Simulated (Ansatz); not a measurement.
BaTaO3:
```yaml
crystal:
  lattice:
    - [4.09098, 0.00000, 0.00000]
    - [0.00000, 4.09098, 0.00000]
    - [0.00000, 0.00000, 4.09098]
  atoms:
    - { symbol: Ta, position: [0.50000, 0.50000, 0.50000] }
    - { symbol: Ba, position: [0.00000, 0.00000, 0.00000] }
    - { symbol: O, position: [0.00000, 0.50000, 0.50000] }
    - { symbol: O, position: [0.50000, 0.00000, 0.50000] }
    - { symbol: O, position: [0.50000, 0.50000, 0.00000] }
```

Relaxed with r²SCAN. Special points in fractions of this cell's reciprocal vectors: Γ (0.000, 0.000, 0.000); X (0.000, 0.500, 0.000); M (0.500, 0.500, 0.000); R (0.500, 0.500, 0.500).

Task: List the band energies nearest the Fermi level at these points for the program Ansatz at the r²SCAN level (PAW).

Result: In eV from the Fermi level; about four levels below and three above (degenerate sets whole), none deeper than 8.9 eV; points with the same levels are listed once.

| k | below | above |
|---|---|---|
| Γ | -4.72 -4.72 -4.72 -1.19 -1.19 -1.19 | 1.20 1.20 2.96 |
| X | -6.22 -5.15 -5.15 -0.88 | 1.54 1.54 3.10 |
| M | -5.82 -5.36 -5.36 -4.53 | 1.56 1.56 2.53 |
| R | -7.07 -7.07 -7.07 -4.49 -4.49 -4.49 | 2.74 2.74 2.74 |

Space group Pm-3m (cubic perovskite). The start of the workflow was typed in or built on a structure type; the Crystallography Open Database copy checked does not list it. Its standing as an ambient phase is unchecked. The cell was relaxed with r²SCAN under the symmetry of its start; whether a distortion lowers the energy is not shown. The run is not spin-polarised. The volume moved by -17 % from the start of the relaxation. With an odd number of electrons in the cell and no spin polarisation, the count alone makes it a metal. Spin–orbit coupling is left out wherever it is not named.

Potentials: the earlier of the program's two PAW sets.
